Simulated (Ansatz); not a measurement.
**P: do energies and stresses tell the same story?**

Theory: DFT PBEsol, scalar-relativistic, plane waves, PAW in Ansatz 0.2.0.

Cutoff 420 eV; k points 16×16×16 on the computed 2-atom cell (Γ-centred); Gaussian smearing, width 0.10 eV; no spin polarisation.

Relaxed cell: Imma, a = 3.405 Å, b = 4.936 Å, c = 3.558 Å, α = 90.00°, β = 90.00°, γ = 90.00°, 2 atoms in the primitive cell. This form isn't the element's structure at ambient conditions.

Energies at zero smearing and pressures from the stress tensor, at volumes with shape and atoms relaxed:
```
V (Å³/atom) E − E(first) (meV/atom) P (GPa)
     14.055                     0.00     2.89
     14.503                    -4.42     0.73
     14.952                    -5.83     0.01
     15.400                    -4.01    -1.59
     15.849                     2.74    -3.23
```

Check P = −dE/dV between neighbouring volumes, and get the bulk modulus from the pressures alone.

With 1 eV/Å³ = 160.2 GPa:
```json
{"middle V (Å³/atom)": "14.279", "−ΔE/ΔV (GPa)": "1.578", "mean P (GPa)": "1.813"}
{"middle V (Å³/atom)": "14.727", "−ΔE/ΔV (GPa)": "0.505", "mean P (GPa)": "0.372"}
{"middle V (Å³/atom)": "15.176", "−ΔE/ΔV (GPa)": "-0.652", "mean P (GPa)": "-0.791"}
{"middle V (Å³/atom)": "15.624", "−ΔE/ΔV (GPa)": "-2.409", "mean P (GPa)": "-2.410"}
```

The two differ by 0.23 GPa at most. The mean of two end pressures misses the average over a step by about ΔV² P″/12, up to 0.30 GPa here; with that taken off 0.12 GPa remains, from the smearing term (the stress is the derivative of the free energy), the finite cutoff, the mesh or the relaxation's tolerance. Around V = 14.952 Å³/atom, the two neighbours give B = −V ΔP/ΔV = 14.952 × 2.33 / 0.897 = 38.8 GPa, against B0 = 44.9 GPa from the Birch–Murnaghan fit of the energies, which describes these points poorly (B0' = -9.1).

Cost: 6 runs of about 4.6 core-minutes in all, on Intel Xeon Platinum 8488C (Sapphire Rapids) (shared hosts).